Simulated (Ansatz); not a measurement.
Ge in space group P6_3/mmc (No. 194; Ge on 4f) at seven volumes, PBEsol in the plane-wave PAW code Ansatz, shape and atoms relaxed at each. One row is withheld.

```csv
V (Å³/atom),P (GPa)
20.762,7.95
21.447,4.83
22.131,2.19
22.815,0.00
23.500,?
24.184,-3.44
24.869,-4.76
```

Task: Fit the shown pressures and predict the withheld one.

Result: Third-order Birch–Murnaghan: P = (3/2)B₀(x^(7/2) − x^(5/2))[1 + (3/4)(B′ − 4)(x − 1)] with x = (V₀/V)^(2/3). Least squares on the six rows gives V₀ = 22.812 Å³/atom, B₀ = 67.56 GPa, B′ = 4.72. At V = 23.500, x = 0.9804 and P = -1.87 GPa. The run itself gave -1.87 GPa.

The workflow started from a Materials Project entry (that database holds measured and hypothetical structures alike); the Crystallography Open Database copy checked does not list it. It is not the phase usual at ambient conditions (space group No. 227). The cell was relaxed with PBEsol under the symmetry of its start; its stability against distortions is not shown here.

Potentials: the earlier of the program's two PAW sets. The files were generated under PBE; for other functionals the program regenerates the frozen cores, and for LDA and PBEsol the local potential too.
